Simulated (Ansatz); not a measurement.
TaC (rock salt)

Space group Fm-3m (No. 225); a = 4.440 Å, b = 4.440 Å, c = 4.440 Å, α = 90.00°, β = 90.00°, γ = 90.00°

```tsv
atom	site	symmetry	x	y	z
C	4a	m-3m	0.0000	0.0000	0.0000
Ta	4b	m-3m	0.5000	0.5000	0.5000
```
(The calculation used a cell of 2 atoms; values per cell refer to that cell.)

Equation-of-state scan: isotropic scaling of the cell above, V₀ being its volume. Symmetry pins the atoms to their sites.

Calculation: PBEsol (plane waves to 420 eV, PAW, scalar-relativistic; Ansatz, a first-principles code). k mesh 18×18×18 (Γ-centred), Fermi-Dirac smearing 0.05 eV. E stands for the smeared free energy. Spin-orbit coupling is left out, though Ta is heavy. TaC is run without spin polarisation. TaC was relaxed with its symmetry unable to fall. The zero of ΔE is the relaxed starting cell. The last digit holds for this mesh only.

```csv
V (Å³/atom),ΔE (meV/atom)
9.847,140.8
10.030,94.7
10.212,58.8
10.394,32.1
10.577,13.8
10.759,3.4
10.941,0.0
11.124,3.2
11.306,12.3
11.488,27.0
11.671,46.7
11.853,71.0
12.035,99.6
```

Question: What is the fitted pressure derivative B₀′?

Answer: 4.2.

Question: What bulk modulus B₀ follows from a third-order Birch-Murnaghan fit?

Answer: 344 GPa. Check by three points about V = 10.941 Å³/atom, step 0.365: d²E/dV² ≈ (14 − 2·0 + 12) meV / 0.365² = 0.196 eV/Å⁶, and V·d²E/dV² × 160.2 = 343 GPa.

(Under strain, the slope of the energy per volume gives the stress and its curvature an elastic modulus.)
